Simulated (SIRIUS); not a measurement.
Set-up for a self-consistent single point of a model cell of Rb₂TlCrF₆ (Fm-3m, 10 atoms in the cell; prototype structure).

```xyz
10
Lattice="0.0000 4.4028 4.4028 4.4028 0.0000 4.4028 4.4028 4.4028 0.0000" Properties=species:S:1:pos:R:3 pbc="T T T"
Rb     2.2014     2.2014     2.2014
Rb     6.6042     6.6042     6.6042
Tl     4.4028     4.4028     4.4028
Cr     0.0000     0.0000     0.0000
F      2.2093     4.4028     4.4028
F      6.5963     4.4028     4.4028
F      4.4028     2.2093     4.4028
F      4.4028     6.5963     4.4028
F      4.4028     4.4028     2.2093
F      4.4028     4.4028     6.5963
```
Starting moments (μB, in the order of the atoms Rb Rb Tl Cr F F F F F F): 0.0 0.0 0.0 3.0 0.0 0.0 0.0 0.0 0.0 0.0.

Level of theory: LDA (PW92), PseudoDojo 0.4 standard norm-conserving LDA (tails mended) pseudopotentials (plane waves; SIRIUS).

SIRIUS settings:

* **parameters.ngridk**: 3 3 3
* **parameters.xc_functionals**: [XC_LDA_X, XC_LDA_C_PW]
* **parameters.gk_cutoff**: 9.695 1/bohr
* **parameters.pw_cutoff**: 19.391 1/bohr
* **parameters.smearing**: fermi_dirac
* **parameters.smearing_width**: 0.00367493 Ha
* **potentials**: PseudoDojo 0.4 standard norm-conserving LDA (tails mended) pseudopotentials
* **parameters.electronic_structure_method**: pseudopotential
* **parameters.num_bands**: 55
* **parameters.num_mag_dims**: 1
* **parameters.num_dft_iter**: 100
* **parameters.energy_tol**: 1e-07 Ha
* **parameters.density_tol**: 1e-06
* **mixer.type**: anderson
* **mixer.beta**: 0.2
* **mixer.use_hartree**: false
* **settings.smooth_initial_mag**: true

Results:

Number of valence electrons: 87
Number of bands: 55
Number of k-points after the program's reduction: 4
Number of plane waves (most at a k-point): 17837
Number of SCF iterations: 23
FFT grid: 75 × 75 × 75
Free energy E − TS: -9566.7949 eV
Pressure: -1.37 GPa
Largest force (vector length): 2.436 eV/Å
Total moment of the cell: 3.99 μB

Forces (eV/Å):
| atom | Fx | Fy | Fz |
|---|---|---|---|
| Rb1 | 0.000 | 0.000 | 0.000 |
| Rb2 | 0.000 | 0.000 | 0.000 |
| Tl3 | 0.000 | 0.000 | 0.000 |
| Cr4 | 0.000 | 0.000 | 0.000 |
| F5 | -2.436 | 0.000 | 0.000 |
| F6 | 2.436 | 0.000 | 0.000 |
| F7 | 0.000 | -2.436 | 0.000 |
| F8 | 0.000 | 2.436 | 0.000 |
| F9 | 0.000 | 0.000 | -2.436 |
| F10 | 0.000 | 0.000 | 2.436 |

Stress (GPa, positive for compression):
```
-1.37   0.00   0.00
 0.00  -1.37   0.00
 0.00   0.00  -1.37
```

For comparison: a first run was changed to give this one (lattice scaled by 0.98), and from it to this one the free energy drops by 20.4 meV/atom, the pressure goes from -4.58 to -1.37 GPa, the largest force goes from 2.126 to 2.436 eV/Å and the net moment stays at 0.40 μB/atom.

The cell was set up from a structure prototype or typed lattice constants and was not relaxed beforehand at this level. The run is spin-polarised and ends with a net moment of 3.99 μB in the cell. No Hubbard term acts on the open shells, so the gap and the state can differ from those of the real compound. Forces above 1 eV/Å remain at this geometry. With one magnetic atom the cell allows parallel order alone; another order can lie lower.

Cost on one core: roughly 8 core-minutes.

“Tails mended”: in these copies of the files the far tail of each local potential was reset to the Coulomb form.
